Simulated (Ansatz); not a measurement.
LiIn in space group Fd-3m (No. 227; In on 8a, Li on 8b) at seven volumes, the program Ansatz at the r²SCAN level (PAW), scaled uniformly. One row is withheld.

```tsv
V (Å³/atom)	P (GPa)
18.081	4.65
18.677	2.83
19.273	?
19.869	0.01
20.465	-1.06
21.061	-1.95
21.657	-2.70
```

Question: Fit the shown pressures and predict the withheld one.

Answer: P = (3/2)B₀(x^(7/2) − x^(5/2))[1 + (3/4)(B′ − 4)(x − 1)] with x = (V₀/V)^(2/3). Least squares on the six rows gives V₀ = 19.876 Å³/atom, B₀ = 38.9 GPa, B′ = 4.94. At V = 19.273, x = 1.0208 and P = 1.29 GPa. The run itself gave 1.29 GPa.

The workflow started from an entry of the Crystallography Open Database (COD). Its standing as an ambient phase is unchecked. The r²SCAN relaxation kept the symmetry of its start; its stability against distortions is not shown here.

Potentials: the later of the program's two PAW sets.
